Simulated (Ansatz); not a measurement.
In PBEsol (plane waves, PAW; program Ansatz), ZrGeO3 in the tetragonal phase (P4mm; Zr on 1b, Ge on 1a, O on 2c, O on 1b) relaxes to a = 3.988 Å, c = 4.342 Å. Its formation energy from the elements is -2.25 eV/atom, with no fitted shifts.

The Kohn–Sham gap is 1.39 eV (indirect). The valence maximum lies at X and the conduction minimum at Z. Electrons at the band edge weigh 0.50, 0.57, 0.57 mₑ (principal values). The hole mass is 0.42, 0.77, 1.5 mₑ (principal values).

Perturbation theory gives ε∞ = 6.30 (xx = yy), 5.60 (zz). Born charges are Zr +5.17, Ge +3.53, O -2.96 to -2.78 e. Without the LO–TO term the highest mode at Γ lies at 636 cm⁻¹.

The start of the workflow was typed in or built on a structure type; neither database checked (COD, Materials Project) lists it. Whether it is the stable phase at ambient conditions was not checked. Symmetry was held in the PBEsol relaxation. At this level the phase is dynamically unstable (imaginary phonons). The run is not spin-polarised. The references are the lowest solids computed at this level, not always the standard phases (solids in place of the gases). Spin–orbit coupling is left out wherever it is not named.

Potentials: the later of the program's two PAW sets.
